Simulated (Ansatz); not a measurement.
According to PBE (plane waves, PAW; program Ansatz), TaS2 in the CdI2 type structure (P-3m1) relaxes to a = 3.377 Å, c = 6.678 Å. Ta has 6 nearest neighbours from 2.48 Å (octahedral); S has 3 nearest neighbours from 2.48 Å (trigonal pyramidal). Against the elements it lies at -1.04 eV/atom, with no fitted shifts.

Electronic character: metallic (no gap).

The PBE relaxation kept the symmetry of its start. The run is not spin-polarised. The volume lies over 15 % above that of the usual cell of this phase: another minimum, or an error of the functional. A crystal of weakly bound layers computed without a dispersion correction: the cell and the soft elastic constants depend strongly on that. With an odd number of electrons in the cell and no spin polarisation, the count alone makes it a metal. The references are the lowest solids computed at this level, not always the standard phases. Spin–orbit coupling is left out wherever it is not named.

Potentials: the later of the program's two PAW sets.
